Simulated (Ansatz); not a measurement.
The elements of this relaxed trial crystal are hidden behind letters.

```
lattice vectors (Å)
  -2.3150    2.3150    4.5022
   2.3150   -2.3150    4.5022
   2.3150    2.3150   -4.5022
fractional positions
X 0.3535 0.3535 0.0000
X 0.6465 0.6465 0.0000
Z 0.0000 0.0000 0.0000
Q 0.7500 0.2500 0.5000
Q 0.2500 0.7500 0.5000
```

All numbers below come from DFT PBE, scalar-relativistic, plane waves, PAW (Ansatz). Settings of the last relaxation (5-atom cell): 420 eV, 12×12×12 k points, Gaussian smearing of 0.10 eV, no spin polarisation.

```
Space group                                 : I4/mmm (No. 139)
Conventional cell                           : a = 4.630 Å, c = 9.004 Å
Volume per atom                             : 19.30 Å³
Density                                     : 3.19 g/cm³
Energy over the elements                    : +0.02 eV/atom
Gap on the 12×12×12 mesh of the 5-atom cell : 0 eV (a metal)
```

Energies are uncorrected and count from the elements' standard states at the same level.

**Question.** X is a p-block element of period 3, Z is a p-block element of period 4 and Q is a p-block element of period 3. Which elements are they?

**Answer.** X = Al, Z = Ga, Q = P, so the formula is Al2GaP2. Density times volume gives a mean mass of 3.19 × 19.30/1.6605 = 37.1 u per atom, and this set has 37.1 u. Al is surrounded by 4 P at 2.50 Å, 1 Al at 2.64 Å, 1 Ga at 3.18 Å and 4 Ga at 3.53 Å; Ga is surrounded by 2 Al at 3.18 Å, 8 P at 3.23 Å and 8 Al at 3.53 Å; around P lie 4 Al at 2.50 Å, 4 Ga at 3.23 Å and 4 P at 3.27 Å. Swapping Al and P leaves the mass as it is, so only the distances can place them.

An odd number of electrons in the primitive cell allows no gap without spin; a larger cell or a magnetic state could open one. The cell is a metal run without spin; a magnetic state may lie lower. A structure relaxed within its symmetry needn't be a true minimum. Another cell of Al2GaP2 relaxed alike, in P-3m1, lies 186 meV/atom lower, so this cell isn't the stable form at this level.
